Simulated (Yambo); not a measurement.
Yambo run on MgV$_{2}$O$_{6}$ (space group C2/m, No. 12). The wavefunctions are PBEsol (Quantum ESPRESSO, PseudoDojo norm-conserving, 84 Ry, no spin-orbit coupling) ones on a 4×4×2 mesh (36 occupied bands); a = b = 5.1937 Å, c = 7.0555 Å, α = β = 105.13°, γ = 39.80°.

Yambo input:

```
rim_cut
gw0
dyson
el_el_corr
HF_and_locXC
cohsex
em1s
RandQpts= 1000000
RandGvec= 1 Ry
EXXRLvcs= 84 Ry
VXCRLvcs= 336 Ry
Chimod= "HARTREE"
% BndsRnXs
 4 | 141 |
%
NGsBlkXs= 6 Ry
% LongDrXs
 1.0 | 1.0 | 1.0 |
%
ExtendOut
% QPkrange
 2 | 2 | 36 | 36 |
 5 | 5 | 36 | 37 |
%
```

k points by index: 2 = (0, 0, -0.5), 5 = (0, -0.5, 0).

Resulting energies as the program prints them:

```
#    K-point    Band    Eo [eV]    E [eV]    E-Eo [eV]    Vxc [eV]    Vnlxc [eV]    Sc|Eo [eV]    Re(Z)    Im(Z)
#
    2    36    0.000000    -2.055499    -2.055499    -19.61411    -24.73406    3.064445    1.000000    0.000000
    5    36    -0.071756    -2.043630    -1.971874    -19.57412    -24.43002    2.884025    1.000000    0.000000
    5    37    2.538683    3.393489    0.854806    -22.14640    -14.86920    -6.422391    1.000000    0.000000
```
(The two width columns are left out.) Convergence of these settings isn't established.

Geometry of the Materials Project entry, not relaxed at this level.

The runs are not spin-polarised; magnetic order was not tried.
